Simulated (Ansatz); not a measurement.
According to PBEsol in the plane-wave PAW code Ansatz, BeAlNO in the trigonal phase (P3m1; Al on 1b, Be on 1c, O on 1b, N on 1c) relaxes to a = 2.984 Å, c = 4.652 Å. Al has 4 nearest neighbours from 1.82 Å (tetrahedral); Be has 4 nearest neighbours from 1.66 Å (tetrahedral); O has 4 nearest neighbours from 1.81 Å (tetrahedral); N has 4 nearest neighbours from 1.66 Å (tetrahedral). Against the elements it lies at -1.96 eV/atom, with no fitted shifts.

It is gapped at this level: 4.38 eV (direct). The valence maximum lies at Γ and the conduction minimum at Γ. HSE06 on the same cell gives 5.97 eV. Electrons at the band edge weigh 0.39, 0.39, 0.46 mₑ (principal values).

An equation-of-state fit gives a bulk modulus of 193 GPa. The relaxed-ion elastic constants in GPa are C11 = 344, C12 = 139, C13 = 104, C14 = -19.9, C33 = 359, C44 = 103. The elastic constants imply a Debye temperature near 940 K. Perturbation theory gives ε∞ = 3.81 (xx = yy), 3.81 (zz). Letting the ions move raises it to ε0 = 12.1 (xx = yy), 8.14 (zz). Born charges are Al +2.50, Be +1.91, O -2.07, N -2.34 e. The phonon dispersion is stable (no imaginary branch). Without the LO–TO term the highest mode at Γ lies at 801 cm⁻¹.

The start of the workflow was typed in or built on a structure type; neither database checked (COD, Materials Project) lists it. Whether it is the stable phase at ambient conditions was not checked. The cell was relaxed with PBEsol under the symmetry of its start. The references are the lowest solids computed at this level, not always the standard phases (solids in place of the gases).

Potentials: the earlier of the program's two PAW sets. The files were generated under PBE; for other functionals the program regenerates the frozen cores, and for LDA and PBEsol the local potential too.
